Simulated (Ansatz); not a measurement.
ZnS (zinc blende)

```
CELL_PARAMETERS angstrom
      0.00000     2.72172     2.72172
      2.72172     0.00000     2.72172
      2.72172     2.72172     0.00000
ATOMIC_POSITIONS crystal
  S  0.75000 0.75000 0.75000
  Zn 0.00000 0.00000 0.00000
```

Scan: atom 2 (Zn, nearest neighbour S at 2.357 Å; its periodic images, 3.8 Å or more away, move with it) is displaced along Cartesian [111], direction (0.577, 0.577, 0.577) in Cartesian axes, by s. The other atoms stay.

Level of theory: PBE (plane waves to 420 eV, PAW, scalar-relativistic; Ansatz, an electronic-structure program). k mesh 8×8×8 (Γ-centred), Fermi-Dirac smearing 0.05 eV. Energies are smeared free energies. ZnS was relaxed with its symmetry unable to fall. ΔE is measured from the undisplaced structure.

```json
[
 {"s (Å)": "-0.470", "ΔE (meV/cell)": "1269"},
 {"s (Å)": "-0.376", "ΔE (meV/cell)": "690"},
 {"s (Å)": "-0.282", "ΔE (meV/cell)": "332"},
 {"s (Å)": "-0.188", "ΔE (meV/cell)": "127"},
 {"s (Å)": "-0.094", "ΔE (meV/cell)": "27"},
 {"s (Å)": "0.000", "ΔE (meV/cell)": "0"},
 {"s (Å)": "0.094", "ΔE (meV/cell)": "20"},
 {"s (Å)": "0.188", "ΔE (meV/cell)": "71"},
 {"s (Å)": "0.282", "ΔE (meV/cell)": "138"},
 {"s (Å)": "0.376", "ΔE (meV/cell)": "212"},
 {"s (Å)": "0.470", "ΔE (meV/cell)": "withheld"}
]
```

**Question.** Fit a polynomial form (powers 2, 3, 4) to the given rows and predict ΔE at s = 0.470.

**Answer.** Least squares on the 10 given rows: ΔE = (2535)·s² + (-4513)·s³ + (4867)·s⁴, in meV/cell with s in Å; root-mean-square residual 3.7 meV/cell. At 0.470 the fit gives 329 meV/cell; the calculation gives 285 meV/cell, so the extrapolation is off by 44 (+15.4 %). The quadratic term alone would give 560 meV/cell.

(A displaced cell: forces are minus the slopes of the energy, force constants its curvatures, and phonons follow from these.)
